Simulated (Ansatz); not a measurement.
MgH₂:
```xyz
6
Lattice="4.4293 0.0000 0.0000 0.0000 4.4293 0.0000 0.0000 0.0000 2.9731" Properties=species:S:1:pos:R:3 pbc="T T T"
Mg     0.0000     0.0000     0.0000
Mg     2.2147     2.2147     1.4866
H      1.3479     1.3479     0.0000
H      0.8667     3.5626     1.4866
H      3.0814     3.0814     0.0000
H      3.5626     0.8667     1.4866
```

Relaxed with LDA. Special points in fractions of this cell's reciprocal vectors: Γ (0.000, 0.000, 0.000); X (0.000, 0.500, 0.000); M (0.500, 0.500, 0.000); Z (0.000, 0.000, 0.500); R (0.000, 0.500, 0.500); A (0.500, 0.500, 0.500).

### Question
List the band energies nearest the valence-band maximum at these points for the program Ansatz at the LDA level (PAW).

### Answer
In eV from the valence-band maximum; about four levels below and three above (degenerate sets whole), none deeper than 8.9 eV; points with the same levels are listed once.

| k | below | above |
|---|---|---|
| Γ | -6.88 -1.57 -1.57 -0.49 | 4.32 4.95 9.11 9.11 |
| X | -5.18 -5.18 -0.56 -0.56 | 5.08 5.08 10.05 10.05 |
| M | -4.02 -4.02 -3.01 -3.01 | 9.11 9.11 9.27 9.27 |
| Z | -3.29 -3.29 -0.10 -0.10 | 6.22 6.22 6.55 6.55 |
| R | -2.47 -2.47 -1.25 -1.25 | 4.99 4.99 6.66 6.66 |
| A | -2.02 -2.02 -1.08 -1.08 | 3.60 3.60 3.79 3.79 |

Space group P4_2/mnm (rutile). The LDA relaxation kept the symmetry of its start; phonons on a q-mesh show no instability.

Potentials: the later of the program's two PAW sets.
